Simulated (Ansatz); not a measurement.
Crystals of one structure type (rock salt) and one family of elements, relaxed and computed with PBEsol (plane waves, PAW; program Ansatz).

```tsv
crystal	K_Hill (GPa)	G_Hill (GPa)
GaSb	64.8	?
InAs	71.5	29.5
GaAs	82.0	26.0
AlAs	89.2	38.2
GaP	99.8	35.8
BP	171	57.2
```

Fit a straight line to ln G against ln K and predict the withheld value.

Least squares on the 5 shown rows: ln G = 0.83 × ln K + (-0.221), with a scatter of 10 %. For GaSb this gives 25.6. The run itself gave 18.3, outside the scatter: the line misses something about this case.

Typed or built starts, not in the databases checked: GaSb, rock salt; GaAs, rock salt; GaP, rock salt; BP, rock salt. Not the usual ambient phase: GaSb, rock salt; InAs, rock salt; GaAs, rock salt; AlAs, rock salt; GaP, rock salt; BP, rock salt. All cells were relaxed under the symmetry of their starts (and spin orders); stability against distortions was not tested throughout. Spin–orbit coupling is left out wherever it is not named.

Potentials: the later of the program's two PAW sets.
